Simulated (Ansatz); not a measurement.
# Mg4ZrN4: do the settings matter for the field gradients?

This input was run with Ansatz:

```yaml
crystal:
  lattice:
    - [5.6461559993, 0.0, 0.0]
    - [2.1867110011, 5.2537566392, 0.0]
    - [1.3032380127, 2.5229191478, 7.9670127235]
  atoms:
    - { symbol: Mg, position: [0.281896, 0.166486, 0.216896] }
    - { symbol: Mg, position: [0.718104, 0.833514, 0.783104] }
    - { symbol: Mg, position: [0.24272, 0.763894, 0.999772] }
    - { symbol: Mg, position: [0.75728, 0.236106, 0.000228] }
    - { symbol: Mg, position: [0.259491, 0.946527, 0.571558] }
    - { symbol: Mg, position: [0.740509, 0.053473, 0.428442] }
    - { symbol: Mg, position: [0.745166, 0.496982, 0.58099] }
    - { symbol: Mg, position: [0.254834, 0.503018, 0.41901] }
    - { symbol: Zr, position: [0.270158, 0.390148, 0.782382] }
    - { symbol: Zr, position: [0.729842, 0.609852, 0.217618] }
    - { symbol: "N", position: [0.005267, 0.699627, 0.600306] }
    - { symbol: "N", position: [0.994733, 0.300373, 0.399694] }
    - { symbol: "N", position: [0.153357, 0.160577, 0.00532] }
    - { symbol: "N", position: [0.846643, 0.839423, 0.99468] }
    - { symbol: "N", position: [0.507175, 0.583277, 0.804418] }
    - { symbol: "N", position: [0.492825, 0.416723, 0.195582] }
    - { symbol: "N", position: [0.522553, 0.818911, 0.382589] }
    - { symbol: "N", position: [0.477447, 0.181089, 0.617411] }
kpoints:
  mp_grid: { grid: [6, 6, 4] }
scf:
  occupations: { method: fermi_dirac, width: 0.02 }
  max_iter: 75
hamiltonian:
  xc: pbe
  pseudopotentials: { kind: paw }
output:
  forces: true
  stress: true
  populations: true
  efg:
    quadrupole_moments_barn: { Mg: 0.1994, Zr: -0.176, "N": 0.02044 }
    contact_densities: true
basis:
  ecutrho_ratio: 1
```

```sh
ansatz run input.yaml --threads 2 --pin off --max-ram 5120MiB --backend cpu --events-out ev --progress --plain --runs-dir out
```

It converged. Of its output the block on the nuclei alone is shown, without the SCF iterations, energies, forces and stress (one atom of each set):

```
--- PAW observables at the nuclei: V_zz in 10²¹ V/m², potentials from the cell's mean, atoms counted from 1 ---
  atom   1  Mg V_zz =    -2.144319   η = 0.2583   by run symmetry: allowed   C_q = -10.3388 MHz
            electrostatic potential = -1102.360009 V   contact ρ = 7797.863595 e/Å³
  atom   3  Mg V_zz =    -1.843016   η = 0.9507   by run symmetry: allowed   C_q = -8.8860 MHz
            electrostatic potential = -1101.830798 V   contact ρ = 7797.715528 e/Å³
  atom   5  Mg V_zz =    +1.071442   η = 0.4084   by run symmetry: allowed   C_q = +5.1659 MHz
            electrostatic potential = -1101.585430 V   contact ρ = 7797.139943 e/Å³
  atom   7  Mg V_zz =    -1.786351   η = 0.5658   by run symmetry: allowed   C_q = -8.6128 MHz
            electrostatic potential = -1101.528780 V   contact ρ = 7797.221439 e/Å³
  atom   9  Zr V_zz =   -12.107546   η = 0.5988   by run symmetry: allowed   C_q = +51.5256 MHz
            electrostatic potential = -5923.213861 V   contact ρ = 490523.980445 e/Å³
  atom  11  N  V_zz =    -1.332774   η = 0.5573   by run symmetry: allowed   C_q = -0.6587 MHz
            electrostatic potential = -516.338243 V   contact ρ = 1414.410397 e/Å³
  atom  13  N  V_zz =    -2.036182   η = 0.3754   by run symmetry: allowed   C_q = -1.0064 MHz
            electrostatic potential = -516.782240 V   contact ρ = 1415.151033 e/Å³
  atom  15  N  V_zz =    -1.692705   η = 0.8418   by run symmetry: allowed   C_q = -0.8366 MHz
            electrostatic potential = -516.281733 V   contact ρ = 1414.656225 e/Å³
  atom  17  N  V_zz =    -1.796545   η = 0.3559   by run symmetry: allowed   C_q = -0.8879 MHz
            electrostatic potential = -516.589690 V   contact ρ = 1414.516591 e/Å³
```

(1) Can these gradients be trusted, and how do they compare with a run on standard settings?

## Answers

(1) No. Against the standard input the change is `basis.ecutrho_ratio`: not typed → 1; `scf.max_iter`: not typed → 75. A site carries the number of its first atom; V_zz in 10²¹ V/m².

| site | atom | V_zz standard | η standard | V_zz here | η here |
| --- | --- | --- | --- | --- | --- |
| Mg1 | 1 | -1.93 | 0.25 | -2.14 | 0.26 |
| Mg3 | 3 | 1.81 | 0.96 | -1.84 | 0.95 |
| Mg5 | 5 | 0.89 | 0.12 | 1.07 | 0.41 |
| Mg7 | 7 | -1.72 | 0.56 | -1.79 | 0.57 |
| Zr | 9 | -12.53 | 0.54 | -12.11 | 0.60 |
| N11 | 11 | -2.17 | 0.20 | -1.33 | 0.56 |
| N13 | 13 | -2.45 | 0.55 | -2.04 | 0.38 |
| N15 | 15 | -2.37 | 0.97 | -1.69 | 0.84 |
| N17 | 17 | -2.31 | 0.90 | -1.80 | 0.36 |

The largest change of V_zz along a kept axis is on N11, from -2.17 to -1.33. In per cent, |V_zz| changes by +4 to +21 on Mg, -3 on Zr, -39 to -17 on N (all sites that start above 0.5, bar those whose gradient vanishes or changes sign or whose main axis turns by over 40°). Where |V_zz| stays above 0.1 and the axes keep their order, η moves most on N17, from 0.90 to 0.36. On Mg3 the largest principal value lies along another axis in the second run, so the two V_zz can't be compared directly. Its pressure is 5 GPa, against -1 GPa in the reference run. SCF iterations: 7 and 10. New warnings: cutoff below recommended. The changed input holds a density cutoff far too low, so its numbers aren't properties of the crystal.

On the reference run: The largest force is 0.3 eV/Å, so the atoms aren't at the calculated equilibrium and relaxing them would move these values. Without spin–orbit coupling (the program notes it for Zr) the gradients are little affected as a rule: paired runs on crystals with a gap mostly move them by under 2 % at such atoms.
